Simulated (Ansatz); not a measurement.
Below is a relaxed structure of Sr2I. The cell was found from a structure generator's guess, not taken from experiment.

Theory: DFT PBE, scalar-relativistic, plane waves, PAW in Ansatz. Cutoff 420 eV, Γ-centred mesh, Gaussian smearing, no spin polarisation.

```
CELL_PARAMETERS angstrom
4.33498 0.00000 0.00000
-2.16749 3.75420 0.00000
0.00000 0.00000 8.44724
ATOMIC_POSITIONS crystal
Sr 0.33333 0.66667 0.80137
Sr 0.66667 0.33333 0.19863
I 0.00000 0.00000 0.50000
```

The zero of energy is the elements' standard structures at the same level; no fitted shifts are applied.

Question: Find its symmetry and describe it.

Answer: P-3m1 (No. 164), the anti-cadmium iodide type. Conventional cell: a = 4.335 Å, c = 8.447 Å. Sr is surrounded by 3 I at 3.57 Å and 9 Sr at 4.19–4.33 Å; I is surrounded by 6 Sr at 3.57 Å and 6 I at 4.33 Å.

Question: How far does it lie from the elements in energy?

Answer: −0.78 eV/atom. Whether it is stable depends on the other phases of the system, which aren't compared here.

Question: Is it a metal?

Answer: Yes, bands cross the Fermi level on the 12×12×8 mesh.

Question: From what recipe could a structure generator have reached it?

Answer: One such recipe: close-packed metal layers stacked AB, next cell at A, with sites between them filled layer by layer (P-3m1, No. 164). Other recipes can lead to the same cell.

The last run used a 12×12×8 mesh (in the run's order of axes) for its 3-atom cell and Gaussian smearing of 0.10 eV. Spin–orbit coupling, which can matter for I, is left out. An odd number of electrons in the primitive cell allows no gap without spin; a larger cell or a magnetic state could open one. The cell is a metal run without spin; a magnetic state may lie lower. The reference form of I is held partly by dispersion forces, which this level lacks. A later test with randomly moved atoms came back to the same energy, though modes that don't fit the test's cell weren't probed.
